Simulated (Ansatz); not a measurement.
A geometry of Sn away from equilibrium: step 2 of the relaxation of a generated cell, Sn placed in the trigonal-Se structure type. All values below come from PBE (plane waves to 420 eV, PAW, scalar-relativistic; Ansatz, a first-principles code). Γ-centred k-mesh 8×8×6 on the run's cell (coarser than for final values), Fermi–Dirac smearing 0.05 eV.

```yaml
crystal:
  lattice:
    - [4.84539, 0.00000, 0.00000]
    - [-2.42269, 4.19623, 0.00000]
    - [0.00000, 0.00000, 5.52664]
  atoms:
    - { symbol: Sn, position: [0.26553, 0.00000, 0.83333] }
    - { symbol: Sn, position: [0.00000, 0.26553, 0.16667] }
    - { symbol: Sn, position: [0.73447, 0.73447, 0.50000] }
```

Problem. Which atoms carry the largest force, and which way does it point?

Solution. 0.82 eV/Å, on Sn1, Sn2, Sn3 (atoms numbered as listed); on Sn1 its components are (0.82, 0.00, 0.00).

Problem. What is the pressure?

Solution. -3.1 GPa, compression positive.

No spin polarisation in the result.

The run could not lose the symmetry of its start: the end is stationary, and may be a saddle point rather than a minimum.

The end of the path is a generated cell of Sn: the first start was made by placing the elements on the sites of a structure type, and the end was not matched to a known phase here, so it may be hypothetical. Known forms of Sn include space group No. 141, 227.
